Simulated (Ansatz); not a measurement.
**Axial (c/a) deformation path in Ti**

The calculation used Ansatz, DFT LDA, scalar-relativistic, plane waves, PAW. Settings: plane waves to 420 eV, k-mesh 21×21×12 (Γ-centred), Gaussian smearing 0.15 eV. No spin polarisation. Energies are free energies at this smearing, counted from the undisturbed cell; pressure is positive in compression.

Zero of the scan (as given, not relaxed at this level; it stands at -9.9 GPa):

```
Ti
1.0
     2.95000    0.00000    0.00000
    -1.47500    2.55477    0.00000
     0.00000    0.00000    4.68600
Ti
2
Direct
  0.33333 0.66667 0.25000
  0.66667 0.33333 0.75000
```

At fixed volume and fractional coordinates, lengths along (0.000, 0.000, 1.000) are scaled against those across it; ρ is that ratio over its starting value. The cell is metallic on the mesh throughout. At -10 GPa the given cell is far from its own equilibrium, so these figures belong to a strongly strained crystal.

```tsv
ρ	ΔE (meV/atom)	pressure (GPa)
0.800	129.8	-8.5
0.850	73.2	-9.0
0.920	19.6	-9.6
0.960	3.8	-9.8
1.000	0.0	-9.9
1.050	10.1	-9.9
1.100	32.9	-9.9
1.200	97.3	-9.8
1.300	170.7	-9.3
```